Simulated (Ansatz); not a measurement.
Values for one crystal, relaxed and computed with PBE in the plane-wave PAW code Ansatz; other levels are named.

| Item | Value |
|---|---|
| Volume per atom | 12.66 Å³ |
| Electronic character | metallic (no gap) |
| Pressure derivative B′ | 4.4 |
| Density of states at the Fermi level | 0.46 states/eV per atom (mean over ±0.08 eV) |
| Formation energy from the elements (no fitted shifts) | 3.5 kJ/mol-atom |
| Bulk modulus (Birch–Murnaghan fit) | 310 GPa |

Question: Which compound is it?
A) Te2W, R-3m (W on 3a, Te on 6c)
B) W2C, P-3m1 (C on 1a, W on 2d)
C) Cu2Te, P-3m1 (Te on 1a, Cu on 2d)
D) WS2, R-3m (W on 3a, S on 6c)

Answer: B, W2C, P-3m1 (C on 1a, W on 2d)

Symmetry was held in the PBE relaxation. No spin polarisation was allowed. The references are the lowest solids computed at this level, not always the standard phases. Spin–orbit coupling is left out wherever it is not named.

Potentials: the later of the program's two PAW sets.
